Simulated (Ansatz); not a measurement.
GdBPd₃:
```yaml
crystal:
  lattice:
    - [4.30966, 0.00000, 0.00000]
    - [0.00000, 4.30966, 0.00000]
    - [0.00000, 0.00000, 4.30966]
  atoms:
    - { symbol: Gd, position: [0.00000, 0.00000, 0.00000] }
    - { symbol: Pd, position: [0.00000, 0.50000, 0.50000] }
    - { symbol: Pd, position: [0.50000, 0.00000, 0.50000] }
    - { symbol: Pd, position: [0.50000, 0.50000, 0.00000] }
    - { symbol: B, position: [0.50000, 0.50000, 0.50000] }
```
The run is spin-polarised; directions of the spins, atom by atom: ↑ 0 0 0 0.

Relaxed with r²SCAN.

Problem. Give the Bader charges and basin volumes of the independent atoms, plane-wave PAW r²SCAN (Ansatz code).

Solution. 

```
atom  Bader charge (e)  Bader volume (Å³)
----  ----------------  -----------------
Gd1              +1.74               16.2
Pd2              -0.57               18.8
B5               -0.04                7.4
```

Space group Pm-3m (cubic perovskite). The workflow started from an entry of the Crystallography Open Database (COD). Its standing as an ambient phase is unchecked. The r²SCAN relaxation kept the symmetry of its start; whether a distortion lowers the energy is not shown. The final state is ferromagnetic, the only order run, not a proven ground state. The 4f shell is in the valence, and the state reached may lie above the lowest one. Other orbital occupations within this spin state were not tried. No Hubbard U is applied. Spin–orbit coupling is left out wherever it is not named.

Potentials: the later of the program's two PAW sets.
